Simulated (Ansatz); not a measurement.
The end of the path is a generated cell of NaGeCl3: the first start was made by placing the elements on the sites of a structure type, and the end was not matched to a known phase here, so it may be hypothetical.

A geometry of NaGeCl3 away from equilibrium: the start of the relaxation of a generated trial cell of NaGeCl3 in the GdFeO3 structure type. Computed with r2SCAN (plane waves to 500 eV, PAW, scalar-relativistic; Ansatz, a first-principles code). Γ-centred k-mesh 3×2×3 on the run's cell (coarser than for final values), Fermi–Dirac smearing 0.05 eV.

```xyz
20
Lattice="6.8654 0.0000 0.0000 0.0000 9.6870 0.0000 0.0000 0.0000 6.8424" Properties=species:S:1:pos:R:3 pbc="T T T"
Na     3.3482     2.4218     6.7850
Na     6.7809     2.4218     3.4787
Na     3.5171     7.2653     0.0575
Na     0.0844     7.2653     3.3637
Ge     0.0000     0.0000     0.0000
Ge     3.4327     4.8435     3.4212
Ge     0.0000     4.8435     0.0000
Ge     3.4327     0.0000     3.4212
Cl     0.2149     2.4218     0.4010
Cl     3.6476     2.4218     3.0203
Cl     6.6505     7.2653     6.4415
Cl     3.2178     7.2653     3.8222
Cl     1.9772     5.2019     1.4574
Cl     5.4099     9.3286     1.9638
Cl     4.8881     0.3584     5.3850
Cl     1.4555     4.4851     4.8787
Cl     4.8881     4.4851     5.3850
Cl     1.4555     0.3584     4.8787
Cl     1.9772     9.3286     1.4574
Cl     5.4099     5.2019     1.9638
```

Question: Which atoms carry the largest force, and which way does it point?

Answer: 0.72 eV/Å, on Cl9, Cl10, Cl11, Cl12 (atoms numbered as listed); on Cl9 its components are (0.09, 0.00, 0.72).

Question: What is the pressure?

Answer: +6.8 GPa, compression positive.

Question: How much energy per atom can still be gained by relaxing?

Answer: 0.15 eV/atom; the path ends in Pnma (No. 62).

No spin polarisation in the result.

The run could not lose the symmetry of its start: the end is stationary, and may be a saddle point rather than a minimum.
